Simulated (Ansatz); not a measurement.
**TiO (P6_3/mmc), clamped-ion strain scan**

Method: DFT r2SCAN+U, scalar-relativistic, plane waves, PAW (Ansatz 0.2.0). Settings: plane waves to 500 eV, k-mesh 12×12×6 (Γ-centred), Gaussian smearing 0.03 eV. U_eff on d shells: Ti 4 eV. No spin polarisation. Energies are free energies at this smearing, counted from the undisturbed cell; pressure is positive in compression.

Reference structure (relaxed at this level; this form isn't the usual structure):

```
CELL_PARAMETERS angstrom
2.86342 0.00000 0.00000
-1.43171 2.47980 0.00000
0.00000 0.00000 5.57054
ATOMIC_POSITIONS crystal
Ti 0.33333 0.66667 0.25000
Ti 0.66667 0.33333 0.75000
O 0.00000 0.00000 0.00000
O 0.00000 0.00000 0.50000
```

The cell is strained by ε times the Voigt pattern (1, 0, 0, 0, 0, 0) (xx, yy, zz, yz, xz, xy; engineering shear) with fractional coordinates fixed.

| ε | ΔE (meV/atom) |
| --- | --- |
| -0.1000 | 167.6 |
| -0.0500 | 37.1 |
| 0.0000 | 0.0 |
| 0.0250 | 7.7 |
| 0.0750 | 59.5 |
| 0.1000 | 98.3 |

(1) Predict the pressure (GPa) at each point.

Answers

(1)
| ε | pressure (GPa) |
| --- | --- |
| -0.1000 | 30.8 |
| -0.0500 | 12.8 |
| 0.0000 | 0.0 |
| 0.0250 | -4.9 |
| 0.0750 | -11.9 |
| 0.1000 | -14.2 |

Cost: 6 runs of about 6.8 core-minutes in all, on Intel Xeon Processor @ 2.50GHz (Skylake/Cascade Lake) (shared hosts).